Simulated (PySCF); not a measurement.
PySCF single point, PBE/def2-SVP, density fitting, IEF-PCM implicit acetonitrile (electrostatics alone), on iodine monochloride, ICl (SMILES ClI), charge 0, multiplicity 1.

```python
from pyscf import gto, scf, dft
mol = gto.M(atom='''
Cl     1.153016    -0.017783     0.009291
I     -1.153016     0.017783    -0.009291
''', basis='def2-SVP', ecp={'I': 'def2-SVP'}, charge=0, spin=0, verbose=3)
mf = dft.RKS(mol, xc='PBE')
mf = mf.density_fit()
mf = mf.PCM()
mf.with_solvent.method = 'IEF-PCM'
mf.with_solvent.eps = 38.8
mf.max_cycle = 100
e = mf.kernel()
print('converged', mf.converged)
print('E_total', e)
print('nao', mol.nao)
print('HOMO', mf.mo_energy[mf.mo_occ > 0].max())
mf.dip_moment()
```

The program's output:

```

WARN: PCM is an experimental feature. It is still in testing.
Features and APIs may be changed in the future.

converged SCF energy = -757.544259330038
converged True
E_total -757.5442593300378
nao 44
HOMO -0.23303596367590684
Dipole moment(X, Y, Z, Debye): -1.59186,  0.02455, -0.01283
```

The total energy is -20613.83 eV, -0.07 eV from the same level's vacuum run.
